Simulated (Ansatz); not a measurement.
Ansatz input

```yaml
crystal:
  lattice:
    - [3.0538279201, 0.0, 0.0]
    - [0.0, 3.0538279201, 0.0]
    - [0.0, 0.0, 3.0538279201]
  atoms:
    - { symbol: Pd, position: [0.0, 0.0, 0.0], spin: 0.5, spin_axis: [0, 0, 1] }
    - { symbol: Pd, position: [0.5, 0.5, 0.5], spin: -0.5, spin_axis: [0, 0, 1] }
hamiltonian:
  xc: lda
  pseudopotentials:
    kind: paw_fr
    azcp:
      Pd: "pseudopotentials/Pd.paw.azcp"
basis:
  ecutwfc: 420
  fft_grid_basis: typed
kpoints:
  mp_grid: { grid: [10, 10, 10], shift: [0, 0, 0] }
magnetization:
  noncollinear: true
  spin_orbit: true
scf:
  occupations: { method: fermi_dirac, width: 0.05 }
```

Terminal output

```
Warning: the record states the generating functional pbe (its physics header spells it `PBE`), which answers neither for hamiltonian.xc's functional nor for the lda family's — results may be inconsistent (PPs are generated against a specific XC)
Engine: ansatz 0.2.0, aarch64-unknown-linux-gnu
Pseudopotentials: kind: paw_fr
Pseudopotential: Pd, paw_fr, valence charge 18, recommended cutoff 420 eV (normal) 
Functional definition: SPW92
  exchange = slater_x
  correlation = pw_c
Crystal: 2 atoms, lattice volume = 28.480 Å³
Basis set: ecut = 420 eV, 587 PW (Γ)
Bands: 44, of which v1, the nominal top of the filled ones, is band 36 counted from 1 (35 counted from 0)
Symmetry: 16 space group operations + 16 with time reversal
Magnetic group: BNS 128.410 (UNI 1070), of the structure as read, at distance tolerance 3.1e-5 Å
k-points: 126 of 1000
Projection manifold: j_resolved (fully-relativistic pseudo-atomic orbitals)
Non-local potential: Pd, projectors of the file, l = 0: 2, l = 1: 4, l = 2: 4, l = 3: 2
PAW form: soft (Blöchl's): semilocal exchange-correlation on the pseudo side does not see the compensation charge
PAW frozen core: Pd, regenerated for the run's functional, and the local potential with it (the file was generated under x = pbe(κ = 0.804, μ = 0.2195149727645171), c = pbe(β = 0.06672455060314922))
PAW one-centre angular grid: Pd, 590 points (default); XC on 64 Gauss nodes
Initial density: superposition of atomic densities (chi_scale 0.1, normalization cell)
Starting moments: Σ|m| = 1 μB on 2 of 2 sites
Initial wavefunctions: pseudopotential atomic-orbital guess
Functional: x = slater, c = lda
SCF iter   1: F=—  HF=-13695.389096 eV  |F-HF|=—  |Δ(HF+E_count)|=         —  Δρ=1.72e-1  dr2=8.00e0  dr2_m=2.19e-1  ethr=3.10e-3  |M|=1.78e-17 ∫|m|=2.12e-1 μB  |m|>n=0.0e0 m-floor=1.9e-2 τ_xc=0.0e0  β_m=0.30  ⟨swp⟩=8.4  Hψ=27423  notcnv=0  defer=20
SCF iter   2: F=—  HF=-13693.871995 eV  |F-HF|=—  |Δ(HF+E_count)|=    1.52e0  Δρ=1.02e-1  dr2=2.80e0  dr2_m=1.30e-1  ethr=3.10e-3  |M|=2.86e-19 ∫|m|=1.57e-1 μB  |m|>n=0.0e0 m-floor=8.7e-4 τ_xc=8.2e-22  β_m=0.30  ⟨swp⟩=2.0  Hψ=9674  notcnv=0  defer=280
SCF iter   3: F=—  HF=-13693.052790 eV  |F-HF|=—  |Δ(HF+E_count)|=   8.19e-1  Δρ=3.43e-2  dr2=8.49e-2  dr2_m=7.69e-2  ethr=3.10e-3  |M|=3.20e-18 ∫|m|=1.12e-1 μB  |m|>n=0.0e0 m-floor=8.7e-4 τ_xc=1.0e-21  β_m=0.30  ⟨swp⟩=2.9  Hψ=10171  notcnv=0  defer=280
SCF iter   4: F=—  HF=-13693.049269 eV  |F-HF|=—  |Δ(HF+E_count)|=   3.52e-3  Δρ=2.62e-2  dr2=1.99e-3  dr2_m=4.48e-2  ethr=2.36e-4  |M|=4.57e-19 ∫|m|=8.43e-2 μB  |m|>n=0.0e0 m-floor=8.7e-4 τ_xc=9.4e-22  β_m=0.30  ⟨swp⟩=2.0  Hψ=11298  notcnv=0  defer=290
SCF iter   5: F=—  HF=-13693.054594 eV  |F-HF|=—  |Δ(HF+E_count)|=   5.33e-3  Δρ=1.99e-2  dr2=1.42e-4  dr2_m=2.59e-2  ethr=5.54e-6  |M|=2.29e-18 ∫|m|=6.42e-2 μB  |m|>n=0.0e0 m-floor=8.7e-4 τ_xc=7.5e-22  β_m=0.30  ⟨swp⟩=2.0  Hψ=7706  notcnv=0  defer=290
SCF iter   6: F=—  HF=-13693.058801 eV  |F-HF|=—  |Δ(HF+E_count)|=   4.21e-3  Δρ=1.52e-2  dr2=8.53e-6  dr2_m=1.50e-2  ethr=3.95e-7  |M|=2.14e-18 ∫|m|=4.89e-2 μB  |m|>n=0.0e0 m-floor=8.7e-4 τ_xc=5.6e-22  β_m=0.30  ⟨swp⟩=2.0  Hψ=9790  notcnv=0  defer=290
SCF iter   7: F=—  HF=-13693.060530 eV  |F-HF|=—  |Δ(HF+E_count)|=   1.73e-3  Δρ=1.15e-2  dr2=3.73e-7  dr2_m=8.68e-3  ethr=2.37e-8  |M|=3.89e-18 ∫|m|=3.73e-2 μB  |m|>n=0.0e0 m-floor=8.7e-4 τ_xc=3.7e-22  β_m=0.30  ⟨swp⟩=2.8  Hψ=10376  notcnv=0  defer=290
Mixer restart at iter 7: flushing history
spin-set hold released at iteration 7 (site moments contracting): the magnetisation degrees of freedom join the quasi-Newton model from the next iteration; the mixer history was flushed
SCF iter   8: F=—  HF=-13693.061533 eV  |F-HF|=—  |Δ(HF+E_count)|=   1.00e-3  Δρ=8.77e-3  dr2=1.77e-7  dr2_m=5.02e-3  ethr=2.78e-10  |M|=7.72e-19 ∫|m|=2.84e-2 μB  |m|>n=0.0e0 m-floor=8.7e-4 τ_xc=2.6e-22  β_m=0.65  ⟨swp⟩=4.0  Hψ=17082  notcnv=0
SCF iter   9: F=—  HF=-13693.062919 eV  |F-HF|=—  |Δ(HF+E_count)|=   1.39e-3  Δρ=7.23e-5  dr2=5.02e-9  dr2_m=3.44e-7  ethr=2.78e-10  |M|=1.37e-21 ∫|m|=1.97e-4 μB  |m|>n=0.0e0 m-floor=8.7e-4 τ_xc=1.2e-24  β_m=0.82  ⟨swp⟩=4.1  Hψ=17798  notcnv=0
SCF iter  10: F=—  HF=-13693.062919 eV  |F-HF|=—  |Δ(HF+E_count)|=   2.70e-7  Δρ=1.77e-5  dr2=5.17e-10  dr2_m=2.07e-8  ethr=1.39e-11  |M|=1.77e-21 ∫|m|=5.29e-5 μB  |m|>n=0.0e0 m-floor=8.7e-4 τ_xc=8.9e-26  β_m=0.91  ⟨swp⟩=3.0  Hψ=14402  notcnv=0
SCF iter  11: F=-13693.062919 eV  HF=-13693.062919 eV  |F-HF|=3.83e-9  |Δ(HF+E_count)|=   1.78e-8  Δρ=4.15e-6  dr2=4.30e-9  dr2_m=2.78e-11  ethr=1.44e-12  |M|=2.19e-23 ∫|m|=2.50e-6 μB  |m|>n=0.0e0 m-floor=8.7e-4 τ_xc=7.1e-30  ⟨swp⟩=3.0  Hψ=15022  notcnv=0
WARN: the starting moments were not kept: the SCF closed with an absolute magnetisation of 2.4e-6 μB, where they sum to 1 μB in size (2 sites). That is at most 0.1 of that sum. Measured as dr2_m measures the in/out step, that magnetisation stands 1.7e-12 eV from none, at or under the dr2_threshold of 1.0e-7 eV: it is no larger than a step whose dr2_m would equal this threshold. The system may hold no moment; this SCF shows only that its start led to no more than that. To try another start: raise the starting moments (crystal.atoms[].spin, magnetization.per_species, magnetization.initial_magnetization, or on a non-collinear deck that types none of these the spinor_matrix: blocks that start its atoms; where the total moment is fixed, keep their sum and leave initial_magnetization as it is; typed ones take the place of any that the run laid by itself, positive ones on a crystal's lanthanoids without a Hubbard term where scf.initial_density.shell_occupations: [] is typed) or, if the notice of its spin-set hold's release reads "site moments contracting" or "site moments show no strong build", lengthen the hold (scf.mixing.spin_hold: { on: { confirm: 4 } }; for m-r²SCAN on two components see the key's manual first). Each may lead to a state that holds a moment. A second SCF, from the converged charge density, with the starting moments and any scf.initial_density.shell_occupations laid on it anew, would have followed, and was not run: the deck does not ask for one (magnetization.retry_lost_moments is false, the default). To let it run, set magnetization.retry_lost_moments: true and run the deck again, where that key's refused combinations let it; where memory then withholds it, that run's warning says so.
SCF 1 converged in 11 iterations: F = -13693.062919 eV  dr2 = 4.30e-9
WARN: this state was not checked for a lower one beside it: the run's test of it (scf.lower_state_search) could not run behind this SCF: none is made under non-collinear spin (noncollinear)
SCF converged after 11 iterations
Magnetization: |M| = 0.0000 μB,  M = (-0.0000, -0.0000, -0.0000) μB
Absolute magnetization: 0.0000 μB (∫|m|, with the PAW one-centre terms)
  site 0: m = (-0.0000, +0.0000, +0.0000) μB, |m| = 0.0000 μB  (R = 1.09 Å)
  site 1: m = (+0.0000, +0.0000, -0.0000) μB, |m| = 0.0000 μB  (R = 1.09 Å)
Free energy (F): -13693.062919 eV
Harris-Foulkes:  -13693.062919 eV  (|F-HF|=3.83e-9)
Internal energy: -13693.045545 eV  (E = F + TS)
E sigma→0 (E₀):  -13693.054232 eV
Entropy (-TS):   -0.017374 eV (-8.687 meV/atom)
Fermi energy:    20.374449 eV
--- Per-component energies (eV) ---
  E_band       = -255.246522
  E_kinetic    = 1028.834740
  E_local      = -3403.893174  (includes V_loc(G=0)·N_el)
  E_nonlocal   = 443.402083
  E_hartree    = 1381.625058
  E_xc         = -336.284075
  E_vxc        = -423.876321  (∫ρ·V_xc dr)
  E_paw        = -7248.260815  (= ΣΔE_a)
  E_vpaw       = -662.969253  (= ΣTr[D̂ρ^β])
  E_aug_tail   = 0.000361  (compensation charges beyond the density's cutoff)
  E_ewald      = -5559.838342
  E_core_change = 1.368619  (= ΣΔE_core)
  E_smearing   = -0.017374  (= −TS)
  E_closure    = 0.000000  (closes the sum)
  Σ components = -13693.062919   (vs F -13693.062919, Δ=0.00e0)
```
